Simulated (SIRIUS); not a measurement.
Band structure of TePb (Fm-3m, 2 atoms in the cell; from Materials Project mp-19717).

```
CELL_PARAMETERS angstrom
      0.00000     3.27089     3.27089
      3.27089     0.00000     3.27089
      3.27089     3.27089     0.00000
ATOMIC_POSITIONS crystal
  Te 0.00000 0.00000 0.00000
  Pb 0.50000 0.50000 0.50000
```

Method: PBE, GBRV PBE ultrasoft pseudopotentials (plane waves; SIRIUS 7.12.0).

Settings: parameters.ngridk = 8 8 8; parameters.xc_functionals = [XC_GGA_X_PBE, XC_GGA_C_PBE]; parameters.gk_cutoff = 6.325 1/bohr; parameters.pw_cutoff = 14.143 1/bohr; parameters.smearing = gaussian; parameters.smearing_width = 0.000734986 Ha; potentials = GBRV PBE ultrasoft pseudopotentials; parameters.electronic_structure_method = pseudopotential; parameters.num_bands = 16; parameters.num_mag_dims = 0; parameters.num_dft_iter = 100; parameters.energy_tol = 1e-07 Ha; parameters.density_tol = 1e-06; mixer.type = broyden2.

Spin-orbit coupling is left out, which matters for bands and gaps with elements this heavy. The structure comes from a collection of computed structures, made at another level of theory; the collection holds predicted forms beside known ones.

Question: Predict the gap along the standard path and the places of the band edges.

Answer: The gap along the path is 0.78 eV, direct at L to within 0.01 eV.

Points are given in units of this cell's reciprocal vectors. Levels in eV from the top of the valence band on the path, bands 7 to 14:
```
point                     7      8      9     10    11    12    13    14
--------------------  -----  -----  -----  -----  ----  ----  ----  ----
Γ (0 0 0)             -5.70  -1.20  -1.20  -1.20  4.11  4.11  4.11  5.84
X (0.5 0 0.5)         -7.26  -4.21  -2.59  -2.59  3.41  5.38  5.38  6.49
W (0.5 0.25 0.75)     -7.87  -3.53  -3.53  -0.31  1.70  5.19  5.19  6.83
K (0.375 0.375 0.75)  -7.84  -3.85  -2.11  -1.94  3.53  3.73  5.20  5.80
L (0.5 0.5 0.5)       -8.40  -0.78  -0.78   0.00  0.78  1.32  1.32  8.46
U (0.625 0.25 0.625)  -7.84  -3.85  -2.11  -1.94  3.53  3.73  5.20  5.80
```
